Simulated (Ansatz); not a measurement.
The start is a relaxed C cell shaken by Gaussian noise of σ = 0.08 Å a coordinate. Cell shape, volume and atoms are optimised at zero target pressure with PBEsol (plane waves to 420 eV, PAW, scalar-relativistic; Ansatz, a quantum-chemistry and plane-wave program). The first steps use a coarse 6×6×6 k-mesh.

Initial structure:
```
C
1.0
    3.81822     0.00000     0.00000
    0.00000     3.81822     0.00000
    0.00000     0.00000     3.81822
C
8
Direct
  0.27110   0.00142   0.54896
  0.74964   0.01745   0.47062
  0.00204   0.48548   0.22683
  0.99142   0.46926   0.78439
  0.46470   0.26638   0.98274
  0.51515   0.77166   0.96464
  0.01609   0.97584   0.01940
  0.52259   0.48279   0.49380
```

* **Initial pressure**: -2.2 GPa (negative: the cell is under tension)
* **Largest initial force**: 3.12 eV/Å, on C4 (atoms numbered as listed)
* **Energy released**: 4.29 eV/atom
* **Volume change**: -19.4 %, from 6.96 to 5.61 Å³/atom
* **Relative to the parent**: It does not go back: it reaches Fd-3m (No. 227), diamond type, 4.43 eV/atom below the parent
* **Shortest distances (start → end)**: The closest pairs of elements (up to four, under 3.6 Å), start → end: C–C 1.69 → 1.54 Å
* **Band gap at the end**: 4.04 eV, indirect (valence top at Γ, conduction bottom at 75 % of the way from Γ to X) (no spin-orbit coupling)
* **Optimiser moves**: 27

Relaxed structure:

Space group Fd-3m, origin choice 1 (No. 227); a = b = c = 3.554 Å, α = β = γ = 90.00°

| atom | site | symmetry | x | y | z |
|---|---|---|---|---|---|
| C | 8a | -43m | 0.0000 | 0.0000 | 0.0000 |
(The calculation used a cell of 2 atoms; values per cell refer to that cell.)

Final values are on a 16×16×16 k-mesh of the relaxed cell. No spin polarisation in the result.

Of the parent cell (Pm-3n (No. 223)): it is a generated cell of C: the first start was made by placing the elements on the sites of a structure type, and the end was not matched to a known phase here, so it may be hypothetical. Known forms of C include space group No. 194, 227.
